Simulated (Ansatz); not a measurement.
Relaxed Ti (hcp, Mg type):

```yaml
crystal:
  lattice:
    - [2.93914, 0.00000, 0.00000]
    - [-1.46957, 2.54537, 0.00000]
    - [0.00000, 0.00000, 4.65010]
  atoms:
    - { symbol: Ti, position: [0.33333, 0.66667, 0.75000] }
    - { symbol: Ti, position: [0.66667, 0.33333, 0.25000] }
```

In each cell atom 2 (Ti, nearest neighbour Ti at 2.878 Å; its periodic images, 2.9 Å or more away, move with it) moves by s·(0.707, 0.707, 0.000) (along Cartesian [110]), the rest being held.

Computed with PBE (plane waves to 420 eV, PAW, scalar-relativistic; Ansatz, a quantum-chemistry and plane-wave program). k mesh 15×15×8 (Γ-centred), Fermi-Dirac smearing 0.05 eV. The energy includes the smearing's −TS. With partly filled bands, energies and forces of such displacements shift with the k mesh and the smearing. F∥ is the force on the atom along that direction. F⊥ is the part of the force across the line. Ti is run without spin polarisation. Ti was relaxed with its symmetry unable to fall. ΔE is measured from the undisplaced structure.

```json
[
 {"s (Å)": "-0.290", "|F⊥| (eV/Å)": "0.019", "F∥ (eV/Å)": "0.346", "ΔE (eV/cell)": "…"},
 {"s (Å)": "-0.232", "|F⊥| (eV/Å)": "0.017", "F∥ (eV/Å)": "…", "ΔE (eV/cell)": "0.0375"},
 {"s (Å)": "-0.174", "|F⊥| (eV/Å)": "0.012", "F∥ (eV/Å)": "0.238", "ΔE (eV/cell)": "0.0219"},
 {"s (Å)": "-0.116", "|F⊥| (eV/Å)": "0.006", "F∥ (eV/Å)": "…", "ΔE (eV/cell)": "0.0101"},
 {"s (Å)": "-0.058", "|F⊥| (eV/Å)": "0.002", "F∥ (eV/Å)": "0.088", "ΔE (eV/cell)": "0.0026"},
 {"s (Å)": "0.000", "|F⊥| (eV/Å)": "0.000", "F∥ (eV/Å)": "0.000", "ΔE (eV/cell)": "0.0000"},
 {"s (Å)": "0.058", "|F⊥| (eV/Å)": "0.002", "F∥ (eV/Å)": "-0.091", "ΔE (eV/cell)": "0.0026"},
 {"s (Å)": "0.116", "|F⊥| (eV/Å)": "0.006", "F∥ (eV/Å)": "-0.179", "ΔE (eV/cell)": "0.0105"},
 {"s (Å)": "0.174", "|F⊥| (eV/Å)": "0.011", "F∥ (eV/Å)": "-0.257", "ΔE (eV/cell)": "0.0232"},
 {"s (Å)": "0.232", "|F⊥| (eV/Å)": "0.017", "F∥ (eV/Å)": "-0.320", "ΔE (eV/cell)": "0.0400"},
 {"s (Å)": "0.290", "|F⊥| (eV/Å)": "0.020", "F∥ (eV/Å)": "…", "ΔE (eV/cell)": "0.0600"}
]
```

What belongs in the gaps?


- -0.290, ΔE (eV/cell): 0.0562
- -0.232, F∥ (eV/Å): 0.298
- -0.116, F∥ (eV/Å): 0.168
- 0.290, F∥ (eV/Å): -0.366

(A displaced cell: forces are minus the slopes of the energy, force constants its curvatures, and phonons follow from these.)
